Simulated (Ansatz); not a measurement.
TiSi2:
```xyz
6
Lattice="0.0000 4.0884 4.2539 2.3781 0.0000 4.2539 2.3781 4.0884 0.0000" Properties=species:S:1:pos:R:3 pbc="T T T"
Ti     2.3781     4.0884     4.2539
Ti     3.5671     6.1326     6.3808
Si     2.3781     6.8412     4.2539
Si     2.3781     1.3356     4.2539
Si     1.1890     3.3798     2.1269
Si     1.1890     0.7086     2.1269
```

Relaxed with PBEsol.

### Question
Decompose the optical modes at the zone centre into irreducible representations, and say which are infrared and Raman allowed.

### Answer
Point group mmm: Γ_opt = Ag + Au + 3B1g + 2B1u + 2B2g + B2u + 3B3g + 2B3u. Infrared: B1u, B2u, B3u. Raman: Ag, B1g, B2g, B3g.

### Question
Assign frequencies (DFPT, PBEsol in the plane-wave PAW code Ansatz).

### Answer
B3u 190, B2g 195, B1g 212, B1u 243, Ag 258, B3g 265, B2g 269, B3g 285, B2u 303, Au 322, B1g 349, B3u 376, B3g 393, B1u 413, B1g 440 cm⁻¹.

Subscripts of B labels follow the axes of the standard setting.

Space group Fddd. Symmetry was held in the PBEsol relaxation. The run is not spin-polarised. As this level gives no gap, phonon frequencies hold no LO–TO term and depend on the k-mesh and smearing (Fermi–Dirac, 0.1 eV here).

Potentials: the earlier of the program's two PAW sets. The files were generated under PBE; for other functionals the program regenerates the frozen cores, and for LDA and PBEsol the local potential too.
